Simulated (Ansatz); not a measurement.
Problem. Name crystals whose computed values (DFT-LDA in the program Ansatz with PAW potentials) fall in these windows: highest Γ mode, no LO–TO term (cm⁻¹) 1700 to 2400; Θ_D (K) 460 to 610; B₀ by P(V) fit (GPa) 170 to 230.

Solution. 

```csv
crystal,"highest Γ mode, no LO–TO term (cm⁻¹)",Θ_D (K),B₀ by P(V) fit (GPa)
"OsN2, P6/mmm (Os on 1a, N on 2e)",2096,514,204
```
Others may fit too.

Standing as an ambient phase not checked: OsN2, P6/mmm (Os on 1a, N on 2e). The cell was relaxed under the symmetry of its start. Rows with no word on spin ran without spin polarisation. Scalar-relativistic: spin–orbit coupling is off unless named, which matters more the heavier the elements.

Potentials: the later of the program's two PAW sets.
